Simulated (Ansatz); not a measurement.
Raman lines of transverse zone-centre modes from the program Ansatz at the r²SCAN level (PAW):

```tsv
ω (cm⁻¹)	relative intensity
232	3.4
586	6.0
754	100
957	13
```

Question: Which compound is it?
A) SiO2, rutile
B) SnO2, rutile
C) HfO2, P4_2/nmc (Hf on 2a, O on 4d)
D) Si2Mo, MoSi2 or CaC2 type

Answer: A, SiO2, rutile

Space group P4_2/mnm (rutile). This is a known high-pressure phase of the composition, computed here at zero pressure and temperature. Symmetry was held in the r²SCAN relaxation; of distortions, only those at the zone centre were tested.

Potentials: the later of the program's two PAW sets.
